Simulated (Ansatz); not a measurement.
# Relaxing a structure of VPt2

The start is a randomly generated symmetric cell of VPt2 (space group No. 183). Cell shape, volume and atoms are optimised at zero target pressure with PBE (plane waves to 420 eV, PAW, scalar-relativistic; Ansatz, a quantum-chemistry and plane-wave program). The first steps use a coarse 6×6×12 k-mesh.

Initial structure:
```
VPt2
1.0
    6.49964     0.00000     0.00000
   -3.24982     5.62885     0.00000
    0.00000     0.00000     2.73115
Pt V
4 2
Direct
  0.50000   0.00000   0.91909
  0.00000   0.50000   0.91909
  0.50000   0.50000   0.91909
  0.00000   0.00000   0.79232
  0.33333   0.66667   0.66131
  0.66667   0.33333   0.66131
```
Spin-polarised start, with parallel moments on V.

Does the structure survive the relaxation? Give the final space group.

The space group goes from P6mm (No. 183) to P6/mmm (No. 191), with 6 atoms in the primitive magnetic cell.

How much energy is released per atom?

About 1.4 eV/atom.

How do the shortest distances between atoms change?

The closest pairs of elements (up to four, under 3.6 Å), start → end: Pt–V 2.00 → 2.48 Å; Pt–Pt 2.73 → 2.75 Å; V–V 2.73 → 2.75 Å.

What band gap does the relaxed structure have at this level?

No gap (metallic).

Give the final cell and atomic positions.


```cif
data_Pt4V2
_chemical_formula_sum 'Pt4 V2'
_space_group_name_H-M_alt 'P6/mmm'
_space_group_IT_number 191
_space_group_name_Hall '-P 6 2'
_cell_length_a 7.14538
_cell_length_b 7.14538
_cell_length_c 2.75363
_cell_angle_alpha 90.000
_cell_angle_beta 90.000
_cell_angle_gamma 120.000
loop_
_atom_site_label
_atom_site_type_symbol
_atom_site_symmetry_multiplicity
_atom_site_Wyckoff_symbol
_atom_site_fract_x
_atom_site_fract_y
_atom_site_fract_z
_atom_site_occupancy
Pt1 Pt 3 g 0.50000 0.50000 0.50000 1
Pt2 Pt 1 b 0.00000 0.00000 0.50000 1
V1 V 2 c 0.33333 0.66667 0.00000 1
```

Final values are on a 8×8×17 k-mesh of the relaxed cell. The start holds a very short contact (Pt–V 2.00 Å). Spin state reached: ferromagnetic (net 0.12 μB/atom), from parallel starting moments; other spin orders were not run from this start.

The run could not lose the symmetry of its start: the end is stationary, and may be a saddle point rather than a minimum.

The relaxed structure here is a generated cell of VPt2: the first start was made by a random draw of sites in a space group, and the end was not matched to a known phase here, so it may be hypothetical.
